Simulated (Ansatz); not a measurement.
## HfTi (P-6m2): lattice vibrations

```yaml
crystal:
  lattice:
    - [3.05444, 0.00000, 0.00000]
    - [-1.52722, 2.64522, 0.00000]
    - [0.00000, 0.00000, 4.78011]
  atoms:
    - { symbol: Hf, position: [0.66667, 0.33333, 0.50000] }
    - { symbol: Ti, position: [0.33333, 0.66667, 0.00000] }
```

The conventional cell has a = 3.054 Å, b = 3.054 Å, c = 4.780 Å, α = 90.00°, β = 90.00°, γ = 120.00°. Around Hf (atom 1) lie 6 Ti at 2.97 Å and 6 Hf at 3.05 Å. Ti (atom 2) has 6 Hf at 2.97 Å and 6 Ti at 3.05 Å as nearest neighbours.

Level of theory, where no other is named: PBEsol, PAW on Ansatz 0.2.0's default frozen-core files (fitted under PBE), scalar-relativistic. k mesh 12×12×8, Fermi-Dirac smearing of 0.100 eV, cutoff 420 eV. The cell was relaxed by PAW under this functional. The structure is one entry of a database and needn't be the stable phase.

Atoms are displaced by 0.0025 Å in the smallest supercells that hold the wave vectors of a 2×2×2 mesh. Negative values stand for unstable modes.

(1) What are the phonon energies at the solved wave vectors, in cm⁻¹?

(2) Is the structure dynamically stable at these wave vectors?

(3) How do the optical zone-centre modes decompose, and which are active?

(4) The cell is scaled evenly to 37.463 and 39.780 Å³ (from 38.622), with free atoms relaxed and the shape held, so these aren't the values under hydrostatic pressure. What are the mode Grüneisen parameters γ = −d ln ω/d ln V?

Results:

(1) 

```
                q  point                             modes (cm⁻¹)
0.000 0.000 0.000  Gamma                        103.0 (×2), 168.9
0.500 0.000 0.000      M   69.7, 73.5, 150.5, 174.7, 199.3, 203.1
0.000 0.000 0.500      A       46.4 (×2), 94.7 (×2), 102.5, 204.0
0.500 0.000 0.500      L  85.7, 101.1, 132.4, 156.5, 200.3, 249.0
```

(2) Yes, no mode is unstable there; wave vectors off this mesh aren't tested.

(3) Point group -6m2: Γ_opt = E' + A2''.

```json
{"label": "E'", "cm⁻¹": "103.0", "activity": "IR and Raman", "mostly": "Ti (79 %)"}
{"label": "A2''", "cm⁻¹": "168.9", "activity": "IR", "mostly": "Ti (79 %)"}
```

In a metal the activity is that of symmetry alone; free carriers screen the infrared modes.

(4) For the highest mode, 258.2 cm⁻¹ in the small cell and 240.1 in the large one give γ ≈ 1.21. From the change of the dynamical matrix on each mode:

```json
{"point": "Gamma", "cm⁻¹": "103.0", "γ": "-0.44"}
{"point": "Gamma", "cm⁻¹": "168.9", "γ": "3.01"}
{"point": "M", "cm⁻¹": "69.7", "γ": "0.03"}
{"point": "M", "cm⁻¹": "73.5", "γ": "1.06"}
{"point": "M", "cm⁻¹": "150.5", "γ": "1.74"}
{"point": "M", "cm⁻¹": "174.7", "γ": "1.11"}
{"point": "M", "cm⁻¹": "199.3", "γ": "2.29"}
{"point": "M", "cm⁻¹": "203.1", "γ": "1.63"}
{"point": "A", "cm⁻¹": "46.4", "γ": "-0.74"}
{"point": "A", "cm⁻¹": "94.7", "γ": "-0.26"}
{"point": "A", "cm⁻¹": "102.5", "γ": "1.70"}
{"point": "A", "cm⁻¹": "204.0", "γ": "1.46"}
{"point": "L", "cm⁻¹": "85.7", "γ": "1.12"}
{"point": "L", "cm⁻¹": "101.1", "γ": "0.56"}
{"point": "L", "cm⁻¹": "132.4", "γ": "1.44"}
{"point": "L", "cm⁻¹": "156.5", "γ": "1.02"}
{"point": "L", "cm⁻¹": "200.3", "γ": "2.22"}
{"point": "L", "cm⁻¹": "249.0", "γ": "1.21"}
```

Weighted by the modes' heat capacities at 300 K, the mean on this mesh is 1.09; it moves with the q mesh, and a coarse one overweights the zone boundary. Rows under −0.05 (3 here) are modes that soften under compression and pull towards negative thermal expansion.

Limits of these numbers: frozen-core PAW files fitted under PBE, their cores solved anew for the functional of the run; responses of metals move with mesh and smearing; no spin-orbit coupling on heavy atoms.
